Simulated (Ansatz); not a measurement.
One crystal and one scan (energy over volume and axial ratio) at two levels, PBE (plane waves to 420 eV, PAW, scalar-relativistic; Ansatz, a quantum-chemistry and plane-wave program) and r2SCAN (plane waves to 500 eV, PAW, scalar-relativistic; Ansatz), each from its own relaxed cell and on its own mesh.

The crystal is CaF$_{2}$ (fluorite); volume and axial ratio are varied about the relaxed values (subscript 0).

The energy includes the smearing's −TS. CaF2 was relaxed with its symmetry unable to fall.

| quantity | run 1 | run 2 |
|---|---|---|
| Lattice constant a (Å) | 5.439 | 5.511 |
| Shear modulus C′ = (C11 − C12)/2 (fit, atoms clamped) (GPa) | 61 | 57 |

Task: Which run is which level?

Result: Run 2 is PBE, run 1 is r2SCAN. PBE gives the higher value for: lattice constant a. PBE gives the lower value for: shear modulus C′. Neither level is exact: the differences show how much the result hangs on the functional.

(A scan under strain: stresses follow from slopes of the energy per volume, elastic moduli from its curvatures.)
